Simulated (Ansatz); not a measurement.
## Diamond alloy of Si and Ge (56 of 128 Si sites exchanged), 128 atoms

Ansatz, PAW, plane waves. PBEsol relaxation of volume and atoms (shape held) at the single k point (½, ½, ½); single points on the relaxed atoms at the Γ point alone, onto which points of the small cell's zone fold. Arrangement: quasirandom. No spin–orbit coupling unless named.

Relaxed structure:

```cif
data_structure
_symmetry_space_group_name_H-M 'P 1'
_symmetry_Int_Tables_number 1
_cell_length_a 15.6366
_cell_length_b 15.6366
_cell_length_c 15.6366
_cell_angle_alpha 60.000
_cell_angle_beta 60.000
_cell_angle_gamma 60.000
_cell_volume 2703.41
loop_
_atom_site_label
_atom_site_type_symbol
_atom_site_fract_x
_atom_site_fract_y
_atom_site_fract_z
_atom_site_occupancy
Si1 Si 0.00108 0.99708 0.00034 1
Si2 Si 0.50240 0.99844 0.99660 1
Si3 Si 0.99794 0.50029 0.99998 1
Si4 Si 0.99791 0.99818 0.49879 1
Si5 Si 0.50098 0.50046 0.00173 1
Si6 Si 0.49953 0.99945 0.50351 1
Si7 Si 0.24667 0.74809 0.25213 1
Si8 Si 0.50376 0.49801 0.49907 1
Si9 Si 0.74859 0.75126 0.25201 1
Si10 Si 0.24956 0.75353 0.74815 1
Si11 Si 0.74932 0.74814 0.75093 1
Si12 Si 0.56527 0.56036 0.06147 1
Si13 Si 0.56303 0.06262 0.56311 1
Si14 Si 0.06099 0.56436 0.56436 1
Si15 Si 0.56352 0.56278 0.56009 1
Si16 Si 0.81482 0.81001 0.31121 1
Si17 Si 0.81468 0.31434 0.81062 1
Si18 Si 0.31102 0.81474 0.81012 1
Si19 Si 0.99964 0.99789 0.25381 1
Si20 Si 0.25073 0.24891 0.00001 1
Si21 Si 0.74854 0.75059 0.99982 1
Si22 Si 0.50176 0.00024 0.74874 1
Si23 Si 0.99745 0.50021 0.74880 1
Si24 Si 0.06123 0.06186 0.31346 1
Si25 Si 0.81095 0.31537 0.06196 1
Si26 Si 0.06446 0.56472 0.31150 1
Si27 Si 0.31574 0.31161 0.56156 1
Si28 Si 0.56432 0.56031 0.31412 1
Si29 Si 0.56339 0.06218 0.81091 1
Si30 Si 0.81060 0.31457 0.56332 1
Si31 Si 0.31565 0.81076 0.56429 1
Si32 Si 0.24620 0.00012 0.25046 1
Si33 Si 0.50148 0.25008 0.99688 1
Si34 Si 0.24884 0.50231 0.25155 1
Si35 Si 0.25260 0.99893 0.74924 1
Si36 Si 0.50071 0.24875 0.50084 1
Si37 Si 0.74826 0.50037 0.25028 1
Si38 Si 0.74879 0.00133 0.74894 1
Si39 Si 0.00206 0.74935 0.50005 1
Si40 Si 0.50071 0.74864 0.50064 1
Si41 Si 0.75232 0.49841 0.75161 1
Si42 Si 0.81477 0.06049 0.31545 1
Si43 Si 0.06089 0.81350 0.06499 1
Si44 Si 0.06270 0.31186 0.56496 1
Si45 Si 0.31103 0.56385 0.31138 1
Si46 Si 0.56506 0.81366 0.06108 1
Si47 Si 0.31575 0.05993 0.80968 1
Si48 Si 0.56104 0.31209 0.56368 1
Si49 Si 0.81054 0.06116 0.81286 1
Si50 Si 0.06009 0.81327 0.56353 1
Si51 Si 0.56044 0.81459 0.56061 1
Si52 Si 0.81219 0.56233 0.81256 1
Si53 Si 0.75031 0.00031 0.99675 1
Si54 Si 0.00144 0.24774 0.25201 1
Si55 Si 0.50029 0.25145 0.25116 1
Si56 Si 0.74944 0.49925 0.99799 1
Si57 Si 0.74885 0.00211 0.50069 1
Si58 Si 0.00008 0.75004 0.25051 1
Si59 Si 0.99911 0.25202 0.74938 1
Si60 Si 0.50301 0.24743 0.74926 1
Si61 Si 0.74719 0.49848 0.50143 1
Si62 Si 0.00003 0.75184 0.74872 1
Si63 Si 0.06123 0.31177 0.31277 1
Si64 Si 0.31513 0.06052 0.56535 1
Si65 Si 0.56082 0.31109 0.31518 1
Si66 Si 0.81253 0.06045 0.56377 1
Si67 Si 0.06142 0.81185 0.31431 1
Si68 Si 0.06077 0.31485 0.80962 1
Si69 Si 0.56424 0.81049 0.31572 1
Si70 Si 0.56230 0.31030 0.81243 1
Si71 Si 0.06436 0.81115 0.81033 1
Si72 Si 0.56452 0.81478 0.81050 1
Ge1 Ge 0.24833 0.24996 0.25076 1
Ge2 Ge 0.74916 0.24851 0.24977 1
Ge3 Ge 0.00233 0.49989 0.49954 1
Ge4 Ge 0.24963 0.24820 0.74845 1
Ge5 Ge 0.75028 0.24971 0.75104 1
Ge6 Ge 0.05928 0.06101 0.06502 1
Ge7 Ge 0.56413 0.06282 0.05848 1
Ge8 Ge 0.06100 0.56198 0.06186 1
Ge9 Ge 0.06056 0.06094 0.56166 1
Ge10 Ge 0.31277 0.31455 0.31276 1
Ge11 Ge 0.81373 0.31313 0.31229 1
Ge12 Ge 0.31085 0.81299 0.31109 1
Ge13 Ge 0.31531 0.30880 0.81390 1
Ge14 Ge 0.81186 0.81319 0.81234 1
Ge15 Ge 0.50202 0.99751 0.24986 1
Ge16 Ge 0.75243 0.25153 0.99762 1
Ge17 Ge 0.00072 0.49910 0.25237 1
Ge18 Ge 0.24789 0.75232 0.99764 1
Ge19 Ge 0.99787 0.99801 0.75180 1
Ge20 Ge 0.25030 0.24782 0.50382 1
Ge21 Ge 0.50003 0.49982 0.25036 1
Ge22 Ge 0.74925 0.24844 0.50335 1
Ge23 Ge 0.24833 0.75281 0.50212 1
Ge24 Ge 0.50272 0.49810 0.74752 1
Ge25 Ge 0.74823 0.75116 0.49849 1
Ge26 Ge 0.31479 0.31033 0.06029 1
Ge27 Ge 0.56122 0.06390 0.31579 1
Ge28 Ge 0.31299 0.81076 0.06455 1
Ge29 Ge 0.06431 0.06334 0.81265 1
Ge30 Ge 0.80957 0.81329 0.06340 1
Ge31 Ge 0.05887 0.56352 0.81219 1
Ge32 Ge 0.56489 0.56103 0.81427 1
Ge33 Ge 0.81350 0.81344 0.56311 1
Ge34 Ge 0.99787 0.25235 0.99801 1
Ge35 Ge 0.75295 0.99764 0.25197 1
Ge36 Ge 0.00102 0.75211 0.99845 1
Ge37 Ge 0.99858 0.25255 0.50006 1
Ge38 Ge 0.50424 0.74855 0.99891 1
Ge39 Ge 0.24993 0.49921 0.75028 1
Ge40 Ge 0.06362 0.31257 0.06382 1
Ge41 Ge 0.31148 0.05944 0.31298 1
Ge42 Ge 0.56104 0.31293 0.06287 1
Ge43 Ge 0.80952 0.56338 0.31409 1
Ge44 Ge 0.31261 0.56661 0.81049 1
Ge45 Ge 0.25064 0.00075 0.99762 1
Ge46 Ge 0.25100 0.49988 0.99978 1
Ge47 Ge 0.25219 0.99774 0.50327 1
Ge48 Ge 0.24910 0.49914 0.49902 1
Ge49 Ge 0.50337 0.74905 0.24953 1
Ge50 Ge 0.49949 0.75283 0.74873 1
Ge51 Ge 0.31418 0.06252 0.06313 1
Ge52 Ge 0.81430 0.06040 0.06025 1
Ge53 Ge 0.31382 0.56224 0.06462 1
Ge54 Ge 0.81003 0.56275 0.06265 1
Ge55 Ge 0.31602 0.56196 0.56024 1
Ge56 Ge 0.81067 0.56019 0.56403 1
```

Problem. What are the mean bond lengths by pair (pairs within 1.2 times the sum of covalent radii, less contacts 15 % beyond the pair's median; cation–cation pairs of compounds aside; long ionic contacts are cut short by that bound)?

Solution. Ge–Ge 2.439 ± 0.010 Å (standard deviation, 49 bonds); Ge–Si 2.398 ± 0.008 Å (standard deviation, 126 bonds); Si–Si 2.362 ± 0.009 Å (standard deviation, 81 bonds).

Problem. What gap lies between the top filled and the lowest empty level in the single points?

Solution. HSE06 1.14 eV (2.4 min on NVIDIA GB300). An indirect band minimum needn't fold onto Γ of this cell; where it doesn't, these gaps are too wide.
